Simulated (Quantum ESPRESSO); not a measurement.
## One change at a time to Pd2Ta3W2Zn

All numbers below are calculated, not measured. They come from Quantum ESPRESSO 7.5, a public plane-wave density functional program. Each row is one single-point run on a made-up periodic cell of eight metal atoms, with elements, volume, strain and displacements drawn at random and not relaxed, so a cell may be unstable or far from any real phase. There is no spin polarisation or spin-orbit coupling.

Settings: PBE unless stated; PseudoDojo standard norm-conserving files; Fermi-Dirac width 0.25 eV, which means electrons at about 2900 K; cutoff 1197 eV; 6 x 6 x 3 k mesh shifted half a step off Gamma. E is the free energy of the whole cell (internal energy minus TS), so a -TS column is already part of it. Stress is positive in tension, and the pressure P is minus a third of its trace.

Checks: one run of this series was repeated at a higher cutoff and on a denser mesh, which moved values by no more than 0.007 eV, 0.10 GPa and 0.011 eV/Å, and a second program with other atomic files agreed on it to 2 % rms in force and 0.5 GPa in pressure. Known limits: heavy elements are run without spin-orbit coupling, which real alloys of them have; a spin test at this wide smearing found no moment, but such smearing suppresses magnetism that the real alloy may have.

The lattice is face-centred cubic, and the cell vectors in Å are (0.070, 0.003, -3.994); (4.089, 0.006, -0.070); (-0.012, -8.059, 0.006), a volume of 131.58 Å³ in run 1. The elements on sites 1 to 8 are Pd Ta W W Ta Pd Zn Ta. Each later run makes one change to run 1 and keeps the rest. E is counted from run 1, and is n/a where other atomic files have another zero of energy.

| run | change | V (Å³) | P (GPa) | -TS (eV) | rms force (eV/Å) | largest change of a force component (eV/Å) | E (eV) |
|---|---|---|---|---|---|---|---|
| 1 | none | 131.58 | 6.55 | -1.533 | 1.228 | 0.000 | 0.000 |
| 2 | sites 3 and 7 exchanged | 131.58 | 2.83 | -1.436 | 1.163 | 1.421 | -0.148 |
| 3 | all lengths scaled by -0.52 % | 129.54 | 10.06 | -1.508 | 1.293 | 0.166 | 0.106 |
| 4 | PBEsol in place of PBE | 131.58 | -0.94 | -1.537 | 1.172 | 0.208 | n/a |
| 5 | Rh on site 5 | 131.58 | -1.87 | -1.696 | 0.521 | 2.268 | n/a |
| 6 | site 8 moved by +0.17 Å along z | 131.58 | 7.06 | -1.510 | 1.151 | 1.994 | ? |

## Worked estimate

Along the move dE = -F dx. The force on site 8 along z is 0.428 eV/Å in run 1 and -1.566 eV/Å in run 6, and the move is +0.17 Å, so the mean force times the move gives an estimate.

## Withheld value

Question: what E should run 6 give?

The estimate is 0.097 eV. The calculation gave 0.092 eV. The mean of two end points misses the curvature of the force.
